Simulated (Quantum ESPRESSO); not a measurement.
Si₇C (made-up cell) (calculated)

Calculation on a made-up crystal cell, not a measurement: periodic Kohn-Sham density functional theory in plane waves with PseudoDojo standard norm-conserving scalar-relativistic pseudopotentials, each functional with its own files (v0.5 for PBE, v0.4.1 for LDA and PBEsol), no spin polarisation, no spin-orbit coupling, atoms not relaxed, stress positive in tension, energies less a fixed whole-eV offset for each atom's element; levels are Kohn-Sham levels at fractions of this cell's reciprocal vectors, counted from the reference band (half the neutral cell's valence electrons, rounded up) at Gamma; error bars cover cutoff and k-mesh only, not smearing or the files; added strain carries the atoms with the cell, and shear is the tensor component; each bar is the largest change over components, and at least 0.002 eV, 0.002 eV per angstrom or 0.02 GPa; energies are for the whole cell, and the offsets were chosen from early runs and are not element reference energies. Program: Quantum ESPRESSO 7.5.

Settings shared by all entries: lattice type zincblende/diamond; functional pbe; cutoff 1116 eV; fermi dirac smearing 0.1 eV; scf tolerance 1e-07 eV; electrons removed 0; added strain kind shear xy; k mesh 6 x 6 x 6, shifted by half a step.

(1) Si₇C (made-up cell)

Unstrained structure:
```xyz
8
Lattice="5.4376 0.0392 0.0870 0.0392 5.5900 0.0030 0.0870 0.0030 5.5148" Properties=species:S:1:pos:R:3 Si7C
Si     0.0933     0.0069    -0.0899
Si     0.0501     2.7410     2.7724
Si     2.7195     0.0166     2.6754
Si     2.8455     2.7722     0.0392
Si     1.3761     1.3282     1.2905
C      1.5064     4.3144     4.2065
Si     4.2692     1.4573     4.4539
Si     4.1617     4.1840     1.4198
```

| Quantity | Value |
| --- | --- |
| added strain | -0.0014 |
| structure shown | before the added strain of -0.0014 |
| free energy less offsets | 2.839 eV |
| smearing term minus ts | -0.02327 eV |
| scf iterations | 10 |
| pressure | -7.388 GPa |
| stress xx | 5.623 GPa |
| stress yy | 8.285 GPa |
| stress zz | 8.255 GPa |
| stress yz | -0.7647 GPa |
| stress xz | 0.212 GPa |
| stress xy | 2.916 GPa |
| fermi level | -0.01357 eV |
| reference band | 16 |
| error bar energy | 0.002153 eV |
| error bar stress | 0.02 GPa |
| error bar force | 0.005691 eV/Å |
| error bar next band up | 0.002 eV |
| error bar fermi level | 0.004159 eV |
| error bars from | tighter rerun of a related cell |

Atoms:
```
atoms element  atom site  atom energy offset (eV)
           Si          1                     -115
           Si          2                     -115
           Si          3                     -115
           Si          4                     -115
           Si          5                     -115
            C          6                     -163
           Si          7                     -115
           Si          8                     -115
```

Forces:
```
site  x (eV/Å)  y (eV/Å)  z (eV/Å)
   1     1.452    -3.088   -0.2648
   2     1.014    0.9647    0.7725
   3    -0.154   -0.8627     2.638
   4    -2.552     2.322    0.3358
   5    0.2626     1.128    0.7778
   6  -0.01553  -0.01748   -0.7101
   7   -0.3433   -0.6393    -3.657
   8    0.3354    0.1927    0.1084
```

Levels:
```
level k point  next band up (eV)
        Gamma             0.1679
(1/2,1/2,1/2)             -0.377
   (0.15,0,0)             0.0652
   (0,0.15,0)            0.04634
   (0,0,0.15)           0.004239
```

(2) Si₇C (made-up cell)

Structure as in entry 1.

| Quantity | Value |
| --- | --- |
| added strain | 0.0047 |
| structure shown | before the added strain of 0.0047 |
| free energy less offsets | 2.882 eV |
| smearing term minus ts | -0.02297 eV |
| scf iterations | 10 |
| pressure | -7.224 GPa |
| stress xx | 5.448 GPa |
| stress yy | 8.107 GPa |
| stress zz | 8.116 GPa |
| stress yz | -0.808 GPa |
| stress xz | 0.2213 GPa |
| stress xy | 3.859 GPa |
| fermi level | -0.01595 eV |
| reference band | 16 |
| error bar energy | 0.002153 eV |
| error bar stress | 0.02 GPa |
| error bar force | 0.005691 eV/Å |
| error bar next band up | 0.002 eV |
| error bar fermi level | 0.004159 eV |
| error bars from | tighter rerun of a related cell |

Atoms:
```
atoms element  atom site  atom energy offset (eV)
           Si          1                     -115
           Si          2                     -115
           Si          3                     -115
           Si          4                     -115
           Si          5                     -115
            C          6                     -163
           Si          7                     -115
           Si          8                     -115
```

Forces:
```
site  x (eV/Å)  y (eV/Å)  z (eV/Å)
   1      1.55    -3.146   -0.1624
   2    0.9849    0.9249    0.8134
   3   -0.1536   -0.8565     2.674
   4    -2.663     2.432    0.4312
   5     0.238     1.129     0.669
   6    0.0125  -0.02957   -0.6398
   7   -0.3092   -0.6239    -3.811
   8    0.3409    0.1702   0.02568
```

Levels:
```
level k point  next band up (eV)
        Gamma             0.1573
(1/2,1/2,1/2)            -0.3868
   (0.15,0,0)            0.06483
   (0,0.15,0)            0.04955
   (0,0,0.15)            0.01233
```

(3) Si₇C (made-up cell)

Structure as in entry 1.

| Property | Result |
| --- | --- |
| added strain | 0.0085 |
| structure shown | before the added strain of 0.0085 |
| free energy less offsets | 2.914 eV |
| smearing term minus ts | -0.02284 eV |
| scf iterations | 10 |
| pressure | -7.105 GPa |
| stress xx | 5.32 GPa |
| stress yy | 7.976 GPa |
| stress zz | 8.017 GPa |
| stress yz | -0.8347 GPa |
| stress xz | 0.2256 GPa |
| stress xy | 4.448 GPa |
| fermi level | -0.01695 eV |
| reference band | 16 |
| error bar energy | 0.002153 eV |
| error bar stress | 0.02 GPa |
| error bar force | 0.005691 eV/Å |
| error bar next band up | 0.002 eV |
| error bar fermi level | 0.004159 eV |
| error bars from | tighter rerun of a related cell |

Atoms:
```
atoms element  atom site  atom energy offset (eV)
           Si          1                     -115
           Si          2                     -115
           Si          3                     -115
           Si          4                     -115
           Si          5                     -115
            C          6                     -163
           Si          7                     -115
           Si          8                     -115
```

Forces:
```
site  x (eV/Å)  y (eV/Å)  z (eV/Å)
   1     1.611    -3.185  -0.09876
   2    0.9676    0.9002    0.8389
   3   -0.1531   -0.8526     2.699
   4    -2.734     2.501      0.49
   5    0.2223     1.131    0.6018
   6   0.03015  -0.03738   -0.5958
   7   -0.2896   -0.6135    -3.909
   8     0.345    0.1559  -0.02585
```

Levels:
```
level k point  next band up (eV)
        Gamma             0.1515
(1/2,1/2,1/2)            -0.3912
   (0.15,0,0)            0.06523
   (0,0.15,0)            0.05194
   (0,0,0.15)            0.01744
```
